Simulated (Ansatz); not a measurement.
Starting cell, AlNi (CsCl type):

```xyz
2
Lattice="2.8927 0.0000 0.0000 0.0000 2.8927 0.0000 0.0000 0.0000 2.8927" Properties=species:S:1:pos:R:3 pbc="T T T"
Al     0.0000     0.0000     0.0000
Ni     1.4463     1.4463     1.4463
```

Scan: atom 1 (Al, nearest neighbour Ni at 2.505 Å; its periodic images, 2.9 Å or more away, move with it) is displaced along Cartesian x, direction (1.000, 0.000, 0.000) in Cartesian axes, by s. The other atoms stay.

Method: PBE (plane waves to 420 eV, PAW, scalar-relativistic; Ansatz, an electronic-structure program). k mesh 13×13×13 (Γ-centred), Fermi-Dirac smearing 0.05 eV. With partly filled bands, energies and forces of such displacements shift with the k mesh and the smearing. F∥ is the force on the atom along that direction. AlNi is run without spin polarisation. AlNi was relaxed with its symmetry unable to fall. The PAW data are Ansatz's earlier set. 

```
s (Å)   F∥ (eV/Å)
------  ---------
-0.750      3.691
-0.600      3.237
-0.450      2.522
-0.300      1.699
-0.150      0.849
0.000       0.000
0.150      -0.849
0.300      -1.699
0.450      -2.522
0.600      -3.237
0.750      -3.691
```

What is the force constant k = d²E/ds² of this move at s = 0?

5.66 eV/Å². The forces along the line at the two nearest points give (0.849 − (-0.849)) / (2·0.150) = 5.66 eV/Å²; the next pair corrects for the finite step.

With two atoms in the cell this is the zone-centre optical mode. What wavenumber follows?

289 cm⁻¹. Reduced mass μ = 18.48 u; ν̃ = 521.5·√(k/μ) with k = 5.66 eV/Å².

(A displaced cell: forces are minus the slopes of the energy, force constants its curvatures, and phonons follow from these.)
